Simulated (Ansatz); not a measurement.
BN (zinc blende, F-43m) at seven volumes, PBE (plane waves, PAW; program Ansatz), scaled uniformly. One row is withheld.

```tsv
V (Å³/atom)	P (GPa)
5.417	41.61
5.596	25.72
5.775	11.94
5.953	-0.02
6.132	?
6.310	-19.44
6.489	-27.29
```

**Question.** Fit the shown pressures and predict the withheld one.

**Answer.** P = (3/2)B₀(x^(7/2) − x^(5/2))[1 + (3/4)(B′ − 4)(x − 1)] with x = (V₀/V)^(2/3). Least squares on the six rows gives V₀ = 5.953 Å³/atom, B₀ = 371 GPa, B′ = 3.67. At V = 6.132, x = 0.9804 and P = -10.41 GPa. The run itself gave -10.41 GPa.

The cell was relaxed with PBE under the symmetry of its start.

Potentials: the later of the program's two PAW sets.
